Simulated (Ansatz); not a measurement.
The calculation used DFT PBE, scalar-relativistic, plane waves, PAW in Ansatz. Settings of the last relaxation (5-atom cell): 420 eV, 12×12×4 k points, Gaussian smearing of 0.10 eV, no spin polarisation.

Energies over the elements count from the elements' standard structures at the same level (F₂ as a molecule), with no fitted energy shifts.

**Question.** Suggest a trial structure for a trigonal metal made of F and Ge, with a formation energy near −0.84 eV/atom and about 23 Å³ per atom, in a cell of 5 atoms.

**Answer.** Ge₃F₂, space group P-3m1 (No. 164). Around Ge on a site of symmetry 3m lie 3 Ge at 2.83 Å and 6 Ge at 3.30 Å; around Ge on a site of symmetry -3m lie 6 F at 2.25 Å; F has 3 Ge at 2.25 Å.

```
CELL_PARAMETERS angstrom
3.30181 0.00000 0.00000
-1.65091 2.85945 0.00000
0.00000 0.00000 12.22738
ATOMIC_POSITIONS crystal
Ge 0.33333 0.66667 0.91434
Ge 0.66667 0.33333 0.08566
Ge 0.00000 0.00000 0.50000
F 0.33333 0.66667 0.40286
F 0.66667 0.33333 0.59714
```

The volume per atom is 23.1 Å³, the density is 3.7 g/cm³ and the energy over the elements is −0.84 eV/atom. The gap on the 12×12×4 mesh of the 5-atom cell is 0 eV (a metal).

The structure comes from a generated guess, relaxed at this level; another structure or a mixture of phases may lie lower. Other answers may fit too; this one was computed.

No dispersion correction is applied, so the spacing and binding between layers, chains or molecules are poorly described. A structure relaxed within its symmetry needn't be a true minimum.
